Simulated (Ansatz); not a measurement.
The relaxed structure here is a generated cell of CsSnI3: the first start was made by a random draw of sites in a space group, and the end was not matched to a known phase here, so it may be hypothetical. Known forms of CsSnI3 include space group No. 62, 221.

The end point of a relaxation of CsSnI3. Space group P4/mmm (No. 123). Computed with r2SCAN (plane waves to 500 eV, PAW, scalar-relativistic; Ansatz, a quantum-chemistry and plane-wave program).

```xyz
5
Lattice="4.7439 0.0000 0.0000 0.0000 4.7439 0.0000 0.0000 0.0000 11.6157" Properties=species:S:1:pos:R:3 pbc="T T T"
Cs     2.3719     2.3719     5.8078
I      2.3719     2.3719     1.8257
I      2.3719     2.3719     9.7899
I      0.0000     0.0000     5.8078
Sn     0.0000     0.0000     0.0000
```

What band gap does r2SCAN give?

Zero, with touching bands (no spin-orbit coupling).

No spin polarisation in the result. Without spin-orbit coupling the bands of the heavy element are not split, so the gap can be far off.

The run could not lose the symmetry of its start, so the end can be a saddle point.
